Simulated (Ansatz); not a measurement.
# Harmonic thermodynamics of Si4Ru

Level of theory: DFT PBE, scalar-relativistic, plane waves, PAW in Ansatz 0.2.0. Plane waves to 420 eV; Γ-centred k mesh 6×6×12; Gaussian smearing of 0.10 eV. No spin polarisation. Phonons by linear response, acoustic sum rule imposed.

The cell, relaxed at this level:
```
Si Ru
1.0
     5.29153    0.00000    0.00000
     0.00000    5.29153    0.00000
     0.00000    0.00000    2.79052
Si Ru
4 1
Cartesian
  1.4479 3.8436 1.3953
  3.8436 1.4479 1.3953
  1.4479 1.4479 1.3953
  3.8436 3.8436 1.3953
  0.0000 0.0000 0.0000
```

The structure comes from a generated guess, relaxed at this level; another structure or a mixture of phases may lie lower. In a metal, frequencies and elastic constants depend on the k mesh and the smearing, soft modes and shear constants most. The q mesh is coarse, so values between its points are rough.

Force constants from linear response on a 1×1×4 q mesh, interpolated to a fine mesh.

Phonon density of states, in bins of 10 cm⁻¹:
(bin centre (cm⁻¹), share of modes (%)): (5, 0.0), (15, 0.0), (25, 0.0), (35, 0.1), (45, 0.2), (55, 0.3), (65, 0.4), (75, 0.8), (85, 0.9), (95, 1.0), (105, 2.3), (115, 4.2), (125, 2.1), (135, 3.3), (145, 5.7), (155, 1.9), (165, 0.8), (175, 2.9), (185, 7.7), (195, 4.1), (205, 3.1), (215, 3.0), (225, 3.4), (235, 3.4), (245, 5.2), (255, 3.7), (265, 1.3), (275, 1.8), (285, 3.5), (295, 2.5), (305, 2.0), (315, 1.0), (325, 0.4), (335, 0.3), (345, 0.1), (355, 6.7), (365, 0.0), (375, 0.0), (385, 0.0), (395, 0.0), (405, 0.0), (415, 11.8), (425, 2.4), (435, 1.3), (445, 0.7), (455, 0.6), (465, 0.6), (475, 0.6), (485, 0.7), (495, 1.2), (505, 0.1)

Task: How much zero-point energy does an atom carry?

Result: 47.5 meV.

Task: How large are the vibrational entropy and heat capacity at 300 K?

Result: S = 2.91 k_B and C_V = 2.61 k_B per atom, 87 % of the Dulong–Petit value.

Task: Tabulate them against temperature.

Result:
| T (K) | F_vib (meV/atom) | S (k_B/atom) | C_V (k_B/atom) |
| --- | --- | --- | --- |
| 100 | 45.7 | 0.69 | 1.27 |
| 200 | 34.3 | 1.92 | 2.25 |
| 300 | 13.3 | 2.91 | 2.61 |
| 400 | -15.2 | 3.69 | 2.77 |
| 500 | -49.8 | 4.31 | 2.85 |
| 600 | -89.3 | 4.84 | 2.89 |
| 700 | -132.9 | 5.28 | 2.92 |
| 800 | -180.2 | 5.68 | 2.94 |
| 900 | -230.6 | 6.02 | 2.95 |
| 1000 | -283.9 | 6.33 | 2.96 |
